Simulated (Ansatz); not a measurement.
PbSe (zinc blende, space group No. 216) at seven volumes, plane-wave PAW PBE (Ansatz code), scaled uniformly. One row is withheld.

| V (Å³/atom) | P (GPa) |
|---|---|
| 37.367 | 3.53 |
| 38.599 | 2.16 |
| 39.831 | 1.00 |
| 41.062 | 0.00 |
| 42.294 | ? |
| 43.526 | -1.58 |
| 44.758 | -2.20 |

### Question
Fit the shown pressures and predict the withheld one.

### Answer
P = (3/2)B₀(x^(7/2) − x^(5/2))[1 + (3/4)(B′ − 4)(x − 1)] with x = (V₀/V)^(2/3). Least squares on the six rows gives V₀ = 41.064 Å³/atom, B₀ = 30.6 GPa, B′ = 4.22. At V = 42.294, x = 0.9805 and P = -0.85 GPa. The run itself gave -0.85 GPa.

Space group F-43m (zinc blende). A made-up cell: these elements were put on the sites of a structure type; neither database checked (COD, Materials Project) lists it. It is not the phase usual at ambient conditions (space group No. 225). The PBE relaxation kept the symmetry of its start. At this level the phase is mechanically unstable. Spin–orbit coupling is left out wherever it is not named.

Potentials: the later of the program's two PAW sets.
